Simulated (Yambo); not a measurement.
BN (rhombohedral, space group R3m, No. 160), G0W0@PBEsol in Yambo with this input:

```
rim_cut
gw0
dyson
el_el_corr
HF_and_locXC
ppa
em1d
RandQpts= 1000000
RandGvec= 1 Ry
EXXRLvcs= 84 Ry
VXCRLvcs= 336 Ry
Chimod= "HARTREE"
% BndsRnXp
 1 | 67 |
%
NGsBlkXp= 14 Ry
% LongDrXp
 1.0 | 1.0 | 1.0 |
%
PPAPntXp= 27.2114 eV
% GbndRnge
 1 | 67 |
%
GTermKind= "BG"
DysSolver= "n"
ExtendOut
```

On a 6×6×6 mesh, with wavefunctions cut at 84 Ry, the gap ((0, 0.333, -0.333) → F) is 5.779 eV and the valence edge shifts by -0.953 eV.

Problem. What happens with this change: no terminator?

Solution. The gap falls by 0.062 eV, to 5.717 eV; the shift of the valence edge becomes -0.833 eV. Neither run is shown to be the converged limit. The mesh misses a band edge: along a dense path the PBEsol gap is 4.07 eV against 4.15 eV on the mesh.

Geometry relaxed with PBE+D3(BJ); primitive cell a = 3.596 Å, b = 3.596 Å, c = 3.596 Å, α = 40.76°, β = 40.76°, γ = 40.76°.

This is not the ordinary phase of the substance; no match was found in the copy of COD used, and its stability was not checked.

A shift is the quasiparticle energy of the state minus its PBEsol energy.
